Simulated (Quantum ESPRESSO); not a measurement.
TiGeAlO5F, finding a planted mistake in a log

A calculation, not a measurement. The program is pw.x of Quantum ESPRESSO 7.5 (plane-wave density functional theory). The cell is made up: 9 atoms on a corundum lattice with one site empty, with randomly drawn elements, strain and displacements, not relaxed. PseudoDojo standard norm-conserving files (v0.5 for PBE, v0.4.1 for LDA and PBEsol) set the functional; there is no spin polarisation, spin-orbit coupling or dispersion term, and the masses in the input are unused placeholders.

Intended input:

```
&control calculation='scf', pseudo_dir='./dojo.nc.sr.pbe.v0_5.standard.upf', outdir='./o', disk_io='low', tprnfor=.true., tstress=.true. /
&system ibrav=0, nat=9, ntyp=5, nbnd=39, ecutwfc=84.00895049, nosym=.true., tot_charge=0,
 occupations='smearing', smearing='fd', degauss=0.0018374661
/
&electrons conv_thr=7.350e-09, electron_maxstep=60, /
ATOMIC_SPECIES
Al 1.0 Al.upf
F 1.0 F.upf
Ge 1.0 Ge.upf
O 1.0 O.upf
Ti 1.0 Ti.upf
CELL_PARAMETERS angstrom
2.4214 1.398 4.4032
-2.4214 1.398 4.4032
0.0 -2.796 4.4032
ATOMIC_POSITIONS angstrom
Ti 0.042 -0.0468 1.8928
Ge -0.0219 -0.0885 8.611
Al 0.0579 -0.0017 11.2337
O -0.8773 1.2209 7.7711
F -0.729 -1.5367 7.6597
O 1.7352 0.0008 7.5648
O 0.7765 -1.3286 5.5164
O 0.8005 1.4802 5.4694
O -1.6211 -0.1642 5.5032
K_POINTS automatic
6 6 6 1 1 1
```

The log is shortened where brackets say so; the opening notice, blank lines, dates and the lines on written files are dropped, and the path of the files is cut. It prints rydbergs, bohrs and kilobars, and counts compression as positive stress. Where no state is partly filled, the Fermi energy that it prints is only some level between the filled and the empty states on the mesh, and need not lie in the true gap.

Log of the intended run:

```
     Program PWSCF v.7.5
     Parallel version (MPI & OpenMP), running on       4 processor cores
     Number of MPI processes:                 4
     Threads/MPI process:                     1
     [start-up lines left out]
     bravais-lattice index     =            0
     lattice parameter (alat)  =       9.8566  a.u.
     unit-cell volume          =     603.5176 (a.u.)^3
     number of atoms/cell      =            9
     number of atomic types    =            5
     number of electrons       =        66.00
     number of Kohn-Sham states=           39
     kinetic-energy cutoff     =      84.0090  Ry
     charge density cutoff     =     336.0358  Ry
     scf convergence threshold =      7.3E-09
     mixing beta               =       0.7000
     number of iterations used =            8  plain     mixing
     Exchange-correlation= PBE
                           (   1   4   3   4   0   0   0)
     [axes and pseudopotential details left out]
   Cartesian axes
     site n.     atom                  positions (alat units)
         1        Ti     tau(   1) = (   0.0080523  -0.0089725   0.3628895  )
         2        Ge     tau(   2) = (  -0.0041987  -0.0169673   1.6509093  )
         3        Al     tau(   3) = (   0.0111006  -0.0003259   2.1537359  )
         4        O      tau(   4) = (  -0.1681968   0.2340721   1.4898829  )
         5        F      tau(   5) = (  -0.1397646  -0.2946176   1.4685252  )
         6        O      tau(   6) = (   0.3326742   0.0001534   1.4503308  )
         7        O      tau(   7) = (   0.1488713  -0.2547205   1.0576096  )
         8        O      tau(   8) = (   0.1534726   0.2837854   1.0485987  )
         9        O      tau(   9) = (  -0.3107989  -0.0314806   1.0550789  )
     number of k points=   108  Fermi-Dirac smearing, width (Ry)=  0.0018
     Number of k-points >= 100: set verbosity='high' to print them.
     Dense  grid:    62851 G-vectors     FFT dimensions: (  60,  60,  60)
     Estimated max dynamical RAM per process >     221.59 MB
     Estimated total dynamical RAM >     840.32 MB
     Initial potential from superposition of free atoms
     starting charge      65.9951, renormalised to      66.0000
     Starting wfcs are   47 randomized atomic wfcs
     total cpu time spent up to now is        4.8 secs
     per-process dynamical memory:   188.4 Mb
     Self-consistent Calculation
     iteration #  1     ecut=    84.01 Ry     beta= 0.70
     Davidson diagonalization with overlap
     ethr =  1.00E-02,  avg # of iterations =  2.0
     total cpu time spent up to now is       14.4 secs
     total energy              =    -515.82668568 Ry
     estimated scf accuracy    <       2.66191895 Ry
     iteration #  2     ecut=    84.01 Ry     beta= 0.70
     Davidson diagonalization with overlap
     ethr =  4.03E-03,  avg # of iterations =  3.1
     total cpu time spent up to now is       25.2 secs
     total energy              =    -512.43157962 Ry
     estimated scf accuracy    <      29.08290836 Ry
     [iterations 3 to 12 left out]
     iteration # 13     ecut=    84.01 Ry     beta= 0.70
     Davidson diagonalization with overlap
     ethr =  8.90E-10,  avg # of iterations =  2.0
     total cpu time spent up to now is      125.8 secs
     total energy              =    -517.15239740 Ry
     estimated scf accuracy    <       0.00000005 Ry
     iteration # 14     ecut=    84.01 Ry     beta= 0.70
     Davidson diagonalization with overlap
     ethr =  8.01E-11,  avg # of iterations =  2.0
     total cpu time spent up to now is      134.2 secs
     End of self-consistent calculation
     Number of k-points >= 100: set verbosity='high' to print the bands.
     the Fermi energy is     9.5749 ev
!    total energy              =    -517.15239740 Ry
     estimated scf accuracy    <          1.9E-09 Ry
     smearing contrib. (-TS)   =       0.00000000 Ry
     internal energy E=F+TS    =    -517.15239740 Ry
     The total energy is F=E-TS. E is the sum of the following terms:
     one-electron contribution =    -189.81577389 Ry
     hartree contribution      =     137.40349356 Ry
     xc contribution           =    -116.56399635 Ry
     ewald contribution        =    -348.17612072 Ry
     convergence has been achieved in  14 iterations
     Forces acting on atoms (cartesian axes, Ry/au):
     atom    1 type  5   force =     0.06158111   -0.08392987   -0.05447095
     atom    2 type  3   force =     0.09773301    0.10323513    0.05974756
     atom    3 type  1   force =    -0.06706716   -0.04581782   -0.03614060
     atom    4 type  4   force =     0.04293434    0.07808472   -0.08342208
     atom    5 type  2   force =    -0.03659853   -0.00313954    0.01958068
     atom    6 type  4   force =    -0.09160218   -0.01621957    0.06516958
     atom    7 type  4   force =     0.10071597   -0.08849229    0.01072336
     atom    8 type  4   force =    -0.05322954    0.06548198    0.00955254
     atom    9 type  4   force =    -0.05446701   -0.00920273    0.00925990
     Total force =     0.321650     Total SCF correction =     0.000101
     Computing stress (Cartesian axis) and pressure
          total   stress  (Ry/bohr**3)                   (kbar)     P=       45.50
   0.00008624   0.00017667   0.00025073           12.69       25.99       36.88
   0.00017667   0.00027303   0.00063375           25.99       40.16       93.23
   0.00025073   0.00063375   0.00056872           36.88       93.23       83.66
     init_run     :      4.51s CPU      4.72s WALL (       1 calls)
     electrons    :    128.80s CPU    129.44s WALL (       1 calls)
     forces       :      1.38s CPU      1.39s WALL (       1 calls)
     stress       :      4.54s CPU      4.54s WALL (       1 calls)
     [timing details left out]
     PWSCF        :   2m19.34s CPU   2m20.24s WALL
     JOB DONE.
```

A second run was made from an input with one planted mistake. Its log:

```
     Program PWSCF v.7.5
     Parallel version (MPI & OpenMP), running on       4 processor cores
     Number of MPI processes:                 4
     Threads/MPI process:                     1
     [start-up lines left out]
     bravais-lattice index     =            0
     lattice parameter (alat)  =       9.8566  a.u.
     unit-cell volume          =     603.5176 (a.u.)^3
     number of atoms/cell      =            9
     number of atomic types    =            5
     number of electrons       =        66.00
     number of Kohn-Sham states=           57
     kinetic-energy cutoff     =      84.0090  Ry
     charge density cutoff     =     336.0358  Ry
     scf convergence threshold =      7.3E-09
     mixing beta               =       0.7000
     number of iterations used =            8  plain     mixing
     Exchange-correlation= PBE
                           (   1   4   3   4   0   0   0)
     [axes and pseudopotential details left out]
   Cartesian axes
     site n.     atom                  positions (alat units)
         1        Ti     tau(   1) = (   0.0080523  -0.0089725   0.3628895  )
         2        Ge     tau(   2) = (  -0.0041987  -0.0169673   1.6509093  )
         3        Al     tau(   3) = (   0.0111006  -0.0003259   2.1537359  )
         4        O      tau(   4) = (  -0.1681968   0.2340721   1.4898829  )
         5        F      tau(   5) = (  -0.1397646  -0.2946176   1.4685252  )
         6        O      tau(   6) = (   0.3326742   0.0001534   1.4503308  )
         7        O      tau(   7) = (   0.1488713  -0.2547205   1.0576096  )
         8        O      tau(   8) = (   0.1534726   0.2837854   1.0485987  )
         9        O      tau(   9) = (  -0.3107989  -0.0314806   1.0550789  )
     number of k points=   108  Fermi-Dirac smearing, width (Ry)=  0.0639
     Number of k-points >= 100: set verbosity='high' to print them.
     Dense  grid:    62851 G-vectors     FFT dimensions: (  60,  60,  60)
     Estimated max dynamical RAM per process >     290.91 MB
     Estimated total dynamical RAM >       1.09 GB
     Initial potential from superposition of free atoms
     starting charge      65.9951, renormalised to      66.0000
     Starting wfcs are   47 randomized atomic wfcs +   10 random wfcs
     total cpu time spent up to now is        5.4 secs
     per-process dynamical memory:   250.6 Mb
     Self-consistent Calculation
     iteration #  1     ecut=    84.01 Ry     beta= 0.70
     Davidson diagonalization with overlap
     ethr =  1.00E-02,  avg # of iterations =  6.4
     total cpu time spent up to now is       23.1 secs
     total energy              =    -516.00928135 Ry
     estimated scf accuracy    <       2.46172891 Ry
     iteration #  2     ecut=    84.01 Ry     beta= 0.70
     Davidson diagonalization with overlap
     ethr =  3.73E-03,  avg # of iterations =  2.0
     total cpu time spent up to now is       38.0 secs
     total energy              =    -513.25220594 Ry
     estimated scf accuracy    <      25.01833994 Ry
     [iterations 3 to 12 left out]
     iteration # 13     ecut=    84.01 Ry     beta= 0.70
     Davidson diagonalization with overlap
     ethr =  8.79E-10,  avg # of iterations =  2.0
     total cpu time spent up to now is      171.0 secs
     total energy              =    -517.24906932 Ry
     estimated scf accuracy    <       0.00000002 Ry
     iteration # 14     ecut=    84.01 Ry     beta= 0.70
     Davidson diagonalization with overlap
     ethr =  2.54E-11,  avg # of iterations =  2.0
     total cpu time spent up to now is      182.1 secs
     End of self-consistent calculation
     Number of k-points >= 100: set verbosity='high' to print the bands.
     the Fermi energy is    10.1019 ev
!    total energy              =    -517.24906932 Ry
     estimated scf accuracy    <          2.6E-09 Ry
     smearing contrib. (-TS)   =      -0.30723185 Ry
     internal energy E=F+TS    =    -516.94183747 Ry
     The total energy is F=E-TS. E is the sum of the following terms:
     one-electron contribution =    -190.14844351 Ry
     hartree contribution      =     137.98701711 Ry
     xc contribution           =    -116.60429035 Ry
     ewald contribution        =    -348.17612072 Ry
     convergence has been achieved in  14 iterations
     Forces acting on atoms (cartesian axes, Ry/au):
     atom    1 type  5   force =     0.04824595   -0.06428331   -0.01922097
     atom    2 type  3   force =     0.09384223    0.08964575    0.06161890
     atom    3 type  1   force =    -0.05524836   -0.05055557   -0.03852794
     atom    4 type  4   force =     0.03858941    0.08898797   -0.08249391
     atom    5 type  2   force =    -0.04763080   -0.01306019    0.01024753
     atom    6 type  4   force =    -0.07777197   -0.02286993    0.06273205
     atom    7 type  4   force =     0.10544451   -0.04709817   -0.00117962
     atom    8 type  4   force =    -0.07007309    0.05680756    0.00910894
     atom    9 type  4   force =    -0.03539788   -0.03757411   -0.00228499
     Total force =     0.296740     Total SCF correction =     0.000171
     Computing stress (Cartesian axis) and pressure
          total   stress  (Ry/bohr**3)                   (kbar)     P=      120.28
   0.00057955   0.00011073   0.00025503           85.26       16.29       37.52
   0.00011073   0.00092456   0.00049114           16.29      136.01       72.25
   0.00025503   0.00049114   0.00094882           37.52       72.25      139.58
     init_run     :      5.06s CPU      5.32s WALL (       1 calls)
     electrons    :    174.96s CPU    176.76s WALL (       1 calls)
     forces       :      1.67s CPU      1.70s WALL (       1 calls)
     stress       :      5.73s CPU      5.73s WALL (       1 calls)
     [timing details left out]
     PWSCF        :   3m 7.59s CPU   3m 9.73s WALL
     JOB DONE.
```

Question: what was wrong in the second input?

Answer: the smearing is too wide. The input lines that differ, file-writing options aside:

```
- &system ibrav=0, nat=9, ntyp=5, nbnd=39, ecutwfc=84.00895049, nosym=.true., tot_charge=0,
+ &system ibrav=0, nat=9, ntyp=5, nbnd=57, ecutwfc=84.00895049, nosym=.true., tot_charge=0,
-  occupations='smearing', smearing='fd', degauss=0.0018374661
+  occupations='smearing', smearing='fd', degauss=0.0639438206
```

```
                                            intended run  run with the mistake
                          free energy (eV)     -7036.217             -7037.532
                    smearing term -TS (eV)        0.0000               -4.1801
                            pressure (GPa)          4.55                 12.03
            largest force component (eV/Å)         2.654                 2.711
largest change of a force component (eV/Å)                               1.064
                                iterations            14                    14
```

For scale, a rerun of the intended cell at 1437 eV and a 8 x 8 x 8 mesh moved values by no more than 0.003 eV in energy, 0.04 GPa in stress and 0.002 eV/Å in force. The number of bands, nbnd, was set by rule from the electron count and the smearing, so it follows the mistake.